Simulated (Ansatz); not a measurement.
# Ge started on a Sn site next to an I vacancy in cubic perovskite CsSnI3, 39 atoms, charge +1

All numbers come from Ansatz (PAW, plane waves, no spin–orbit coupling) at the single k point (¼, ¼, ¼) without its symmetry partners. The atoms were relaxed with PBEsol in a fixed cell; other functionals are single points on those atoms unless said otherwise. The valence top and gap of the host come from its small cell on a dense mesh, with the band extrema sought between the mesh points, lined up by the mean potential, PBEsol gap 0.15 eV, HSE06 gap 0.52 eV. The charge correction uses an assumed dielectric constant of 30.

Relaxed structure:

```yaml
crystal:
  lattice:
    - [12.31446, 0.00000, 0.00000]
    - [0.00000, 12.31446, 0.00000]
    - [0.00000, 0.00000, 12.31446]
  atoms:
    - { symbol: Cs, position: [0.98941, 0.98976, 0.99356] }
    - { symbol: Cs, position: [0.98330, 0.97980, 0.48908] }
    - { symbol: Cs, position: [0.98496, 0.51267, 0.00076] }
    - { symbol: Cs, position: [0.99546, 0.51728, 0.49001] }
    - { symbol: Cs, position: [0.51507, 0.97102, 0.99526] }
    - { symbol: Cs, position: [0.51575, 0.98563, 0.49818] }
    - { symbol: Cs, position: [0.52144, 0.53144, 0.99832] }
    - { symbol: Cs, position: [0.50795, 0.51382, 0.50389] }
    - { symbol: Ge, position: [0.25975, 0.24198, 0.28215] }
    - { symbol: Sn, position: [0.25398, 0.24887, 0.72963] }
    - { symbol: Sn, position: [0.25254, 0.74317, 0.25235] }
    - { symbol: Sn, position: [0.25314, 0.75041, 0.75128] }
    - { symbol: Sn, position: [0.76153, 0.25030, 0.24722] }
    - { symbol: Sn, position: [0.75567, 0.25027, 0.75024] }
    - { symbol: Sn, position: [0.75256, 0.75008, 0.24964] }
    - { symbol: Sn, position: [0.75428, 0.74987, 0.74861] }
    - { symbol: I, position: [0.18218, 0.24048, 0.49682] }
    - { symbol: I, position: [0.25750, 0.74468, 0.00222] }
    - { symbol: I, position: [0.24969, 0.76159, 0.50176] }
    - { symbol: I, position: [0.70448, 0.24771, 0.99890] }
    - { symbol: I, position: [0.78955, 0.25254, 0.49824] }
    - { symbol: I, position: [0.75342, 0.75298, 0.99917] }
    - { symbol: I, position: [0.75391, 0.74688, 0.49914] }
    - { symbol: I, position: [0.99813, 0.24937, 0.20710] }
    - { symbol: I, position: [0.00060, 0.25312, 0.79300] }
    - { symbol: I, position: [0.00185, 0.75308, 0.24709] }
    - { symbol: I, position: [0.00340, 0.74856, 0.75195] }
    - { symbol: I, position: [0.48107, 0.25069, 0.30742] }
    - { symbol: I, position: [0.49742, 0.24603, 0.69899] }
    - { symbol: I, position: [0.50203, 0.74963, 0.25170] }
    - { symbol: I, position: [0.50384, 0.75196, 0.74814] }
    - { symbol: I, position: [0.25335, 0.01476, 0.24820] }
    - { symbol: I, position: [0.25399, 0.00324, 0.77150] }
    - { symbol: I, position: [0.24661, 0.49739, 0.25836] }
    - { symbol: I, position: [0.25623, 0.49880, 0.74401] }
    - { symbol: I, position: [0.74698, 0.00022, 0.25102] }
    - { symbol: I, position: [0.75416, 0.99975, 0.74706] }
    - { symbol: I, position: [0.74862, 0.50063, 0.24573] }
    - { symbol: I, position: [0.74803, 0.50021, 0.75241] }
```

Chemical potentials μ are those of reference phases of the elements at zero temperature by the same functional (the usual solids, diamond for C, grey Sn, and the molecules H2, N2, O2, F2, Cl2, Br2 and S8).

```csv
functional,E(defect) − E(host) − Σ nμ + q·E_VBM (eV),monopole (eV),alignment (eV),formation energy at E_F = VBM (eV),moment (μB),"wall time, shared host"
PBEsol,2.67,0.06,-0.45,2.28,0 (no spin),28 s on NVIDIA GB300 (relaxation)
```

(1) Estimate the formation energy and moment that HSE06 gives on these atoms.

(2) How does the monopole term follow by hand for this cubic cell?

All elements are taken at their own reference at once; growth conditions in equilibrium with the host shift these energies, by up to the host's formation enthalpy.

The ideal cubic host may itself distort, and that gain is in these energies.

One k point and a cell of this size can leave errors of several tenths of an eV in such numbers.

Answers

(1) 2.37 eV at E_F = VBM (2.76 eV before the monopole term 0.06 eV and the alignment -0.45 eV), moment 0 (no spin).

(2) q²·α·e²/(4πε₀)/(2εL) with the Madelung constant α = 2.837 and e²/4πε₀ = 14.40 eV·Å: 1 × 2.837 × 14.40 / (2 × 30 × 12.314) = 0.06 eV.
